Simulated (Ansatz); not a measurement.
Mechanical response of ScPd3 (Pm-3m)

```yaml
crystal:
  lattice:
    - [3.90265, 0.00000, 0.00000]
    - [0.00000, 3.90265, 0.00000]
    - [0.00000, 0.00000, 3.90265]
  atoms:
    - { symbol: Sc, position: [0.00000, 0.00000, 0.00000] }
    - { symbol: Pd, position: [0.00000, 0.50000, 0.50000] }
    - { symbol: Pd, position: [0.50000, 0.00000, 0.50000] }
    - { symbol: Pd, position: [0.50000, 0.50000, 0.00000] }
```

Unless marked otherwise, the numbers come from LDA, all-electron LAPW in Ansatz 0.2.0, scalar-relativistic. k mesh 10×10×10, Fermi-Dirac smearing of 0.100 eV, basis error target 1 meV/atom. The cell was relaxed by PAW under this functional, which moved its volume by -6 % from the database entry's. The structure is one entry of a database and needn't be the stable phase.

The cell is cubic and carries a residual pressure of 0.02 GPa at this level. Each strain component that symmetry leaves independent is applied at ±0.008, the ions relax wherever a strain frees them, and the stress (tension positive, GPa) is read. Shears are engineering strains, γ = 2ε.

```tsv
strain	size	σxx	σyy	σzz	σyz	σxz	σxy
xx	-0.008	-2.0091	-1.3162	-1.3162	0.0000	0.0000	0.0000
xx	+0.008	1.8876	1.2115	1.2115	0.0000	0.0000	0.0000
yz	-0.008	-0.0170	-0.0363	-0.0363	-0.8289	0.0000	0.0000
yz	+0.008	-0.0170	-0.0363	-0.0363	0.8289	0.0000	0.0000
```

A central difference gives one constant, for example C11 ≈ (1.8876 − (-2.0091))/(0.016) = 243.5 GPa; the program then imposes the crystal's symmetry on the whole matrix.

Q: What are the independent elastic constants?

A: C11 = 243.5, C12 = 158.0, C44 = 103.6 GPa.

Q: Do they meet the Born conditions?

A: C11 − C12 = 85.6, C11 + 2C12 = 559.5 and C44 = 103.6 GPa must all be positive, so the crystal is elastically stable; that says nothing yet of its phonons.

Q: What moduli does a random aggregate of grains have?

A: B = (C11 + 2C12)/3 = 186.5 GPa. G_V = (C11 − C12 + 3C44)/5 = 79.3 and G_R = 5(C11 − C12)C44/(4C44 + 3(C11 − C12)) = 66.0, so G_H = 72.7 GPa. Then E = 9BG/(3B + G) = 192.9 GPa, ν = (3B − 2G)/(6B + 2G) = 0.328 and B/G = 2.57, on the ductile side of Pugh's 1.75 (a rule of thumb).

Q: With the density of 10.175 g/cm³, how fast does sound travel, and what Debye temperature follows?

A: 

```
direction  slow (m/s)  middle (m/s)  fast (m/s)
    [100]        3191          3191        4892
    [110]        2050          3191        5469
    [111]        2489          2489        5649
```

The mean of v⁻³ over directions and branches gives v_m = 2959 m/s and θ_D = (ħ/k_B) v_m (6π²n)^(1/3) = 358 K, n being atoms per volume. Young's modulus spans 119 to 262 GPa over directions, and the universal anisotropy index is 1.00.

Q: How far do the constants move if PAW replaces LAPW in the same cell?

A: 

| constant | LAPW (GPa) | PAW (GPa) | difference |
| --- | --- | --- | --- |
| C11 | 243.5 | 243.0 | -0.5 |
| C12 | 158.0 | 157.7 | -0.3 |
| C44 | 103.6 | 103.5 | -0.1 |

Known limits: responses of metals move with mesh and smearing; the frozen-core PAW files of the compared runs were fitted under PBE, their cores solved anew for this functional.
